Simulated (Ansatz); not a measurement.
## NMR crystallography of MoS2 with an Mo vacancy: given against relaxed positions

Start: a supercell of MoS2 (space group P6_3/mmc) built from an entry of the Crystallography Open Database (COD), with all atoms left at the host's positions.

```
Mo S
1.0
     6.33800    0.00000    0.00000
    -3.16900    5.48887    0.00000
     0.00000    0.00000   12.32400
Mo S
7 16
Direct
  0.16667 0.83333 0.25000
  0.66667 0.33333 0.25000
  0.66667 0.83333 0.25000
  0.33333 0.16667 0.75000
  0.33333 0.66667 0.75000
  0.83333 0.16667 0.75000
  0.83333 0.66667 0.75000
  0.16667 0.33333 0.62300
  0.16667 0.83333 0.62300
  0.66667 0.33333 0.62300
  0.66667 0.83333 0.62300
  0.33333 0.16667 0.12300
  0.33333 0.66667 0.12300
  0.83333 0.16667 0.12300
  0.83333 0.66667 0.12300
  0.16667 0.33333 0.87700
  0.16667 0.83333 0.87700
  0.66667 0.33333 0.87700
  0.66667 0.83333 0.87700
  0.33333 0.16667 0.37700
  0.33333 0.66667 0.37700
  0.83333 0.16667 0.37700
  0.83333 0.66667 0.37700
```

Atoms are numbered from 1 in the order listed; like atoms form one site, named after its first atom.

All values are calculated (Ansatz; DFT, PBE, plane waves and PAW, scalar-relativistic, collinear spin, 420 eV cutoff, Γ-centred 4×4×2 k-points, Fermi–Dirac smearing 0.01 eV, cell charge -2), not measured. Start moments as typed (μB): 0 0 0 0 0 0 0 0 0 0 0 0.5 0.5 0.5 0 0 0 0 0 0.5 0.5 0.5 0 by atom.

The largest force at the start is 0.46 eV/Å. Relaxing the ions at fixed cell moves them by 0.055 Å at most (atom 12, S) and 0.029 Å rms.

| site | atom | moved (Å) | first shell before | first shell after | V_zz before (10²¹ V/m²) | η before |
| --- | --- | --- | --- | --- | --- | --- |
| Mo1 | 1 | 0.009 | 6 S at 2.41 Å | 6 S at 2.39–2.41 Å | -8.90 | 0.28 |
| Mo4 | 4 | 0.002 | 6 S at 2.41 Å | 6 S at 2.41 Å | -7.66 | 0.02 |
| Mo7 | 7 | 0.000 | 6 S at 2.41 Å | 6 S at 2.42 Å | -7.40 | 0.00 |
| S8 | 8 | 0.004 | 3 Mo at 2.41 Å | 3 Mo at 2.41 Å | -5.24 | 0.00 |
| S9 | 9 | 0.012 | 3 Mo at 2.41 Å | 3 Mo at 2.41–2.42 Å | -5.10 | 0.01 |
| S12 | 12 | 0.055 | 2 Mo at 2.41 Å, angle 82° | 2 Mo at 2.39 Å, angle 83° | -3.15 | 0.46 |
| S15 | 15 | 0.014 | 3 Mo at 2.41 Å | 3 Mo at 2.41 Å | -4.64 | 0.00 |

Q: What are V_zz and η after the relaxation?

A: 

```json
{"site": "Mo1", "atom": "1", "V_zz after": "-9.60", "η after": "0.41", "change of V_zz": "-0.70"}
{"site": "Mo4", "atom": "4", "V_zz after": "-7.53", "η after": "0.02", "change of V_zz": "+0.13"}
{"site": "Mo7", "atom": "7", "V_zz after": "-7.03", "η after": "0.00", "change of V_zz": "+0.37"}
{"site": "S8", "atom": "8", "V_zz after": "-5.16", "η after": "0.00", "change of V_zz": "+0.08"}
{"site": "S9", "atom": "9", "V_zz after": "-4.93", "η after": "0.02", "change of V_zz": "+0.17"}
{"site": "S12", "atom": "12", "V_zz after": "-3.21", "η after": "0.34", "change of V_zz": "-0.06"}
{"site": "S15", "atom": "15", "V_zz after": "-4.94", "η after": "0.00", "change of V_zz": "-0.30"}
```

The largest change of V_zz is on Mo1, from -8.90 to -9.60. In per cent, |V_zz| changes by -5 to +8 on Mo, -3 to +7 on S (all sites that start above 2). The electronic state changes along with the positions (absolute moment from 0.3 to 0.0 μB), so the changes aren't those of geometry alone.

The defect repeats with the cell of 23 atoms, so it feels its images: sites between two images don't show the values beside a lone defect, and zeros or small values of η there can come from the images' arrangement. Mo and S carry a gradient in the pure host already, so the values there aren't the defect's effect alone. A uniform background compensates the cell's charge. The defect cell has no gap above 0.1 eV on its mesh, so the values can hang on the smearing and the k-mesh. Without spin–orbit coupling (the program notes it for Mo) the gradients can shift somewhat, as the gap is small.
Before: The neighbours have not yet relaxed around the defect (largest force 0.46 eV/Å), so a real crystal will differ.
After: The relaxation keeps the symmetry of the vacancy's site, so distortions that break it, Jahn–Teller ones too, aren't explored. The start moments die out, and the run ends without spin.
